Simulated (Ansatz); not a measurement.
The start is a relaxed Na2S cell with every coordinate shifted by Gaussian noise of σ = 0.45 Å. The structure is fully relaxed (lattice and positions, P = 0) with PBE (plane waves to 420 eV, PAW, scalar-relativistic; Ansatz, a program for electronic structure). First-step values are on the input's coarse k-mesh.

Ansatz input (later rounds restart from its end on a renewed k-mesh):
Ansatz 0.2 input:
```yaml
crystal:
  lattice:
    - [0, 3.2836252054, 3.2836252054]
    - [3.2836252054, 0, 3.2836252054]
    - [3.2836252054, 3.2836252054, 0]
  atoms:
    - { symbol: Na, position: [0.2682637891, 0.1060372426, 0.1642333552] }
    - { symbol: Na, position: [0.9344175078, 0.6164889334, 0.8133183412] }
    - { symbol: S, position: [0.054173591, -0.2676786708, 0.0892198862] }
basis: { ecutwfc: 420, ecutrho_ratio: 4, xc_grid: 2, fft_grid_basis: typed }
kpoints: { mp_grid: { grid: [6, 6, 6] } }
hamiltonian:
  xc: pbe
  dispersion: none
  pseudopotentials: { kind: paw }
scf: { occupations: { method: fermi_dirac, width: 0.05 } }
relax: { f_tol: 0.01, max_steps: 100, cell: { stress_tol: 0.02 } }
output: { forces: true, stress: true }
```

How much energy is released per atom?

0.92 eV/atom.

Is the parent structure recovered?

It relaxes back to the parent, Fm-3m (No. 225).

Final structure:

Space group Fm-3m (No. 225); a = b = c = 6.568 Å, α = β = γ = 90.00°

```csv
atom,site,symmetry,x,y,z
Na,8c,-43m,0.2500,0.2500,0.2500
S,4a,m-3m,0.0000,0.0000,0.0000
```
(The calculation used a cell of 3 atoms; values per cell refer to that cell.)

Final values are on a 9×9×9 k-mesh of the relaxed cell. The start holds a very short contact (Na–S 1.99 Å). No spin polarisation in the result.
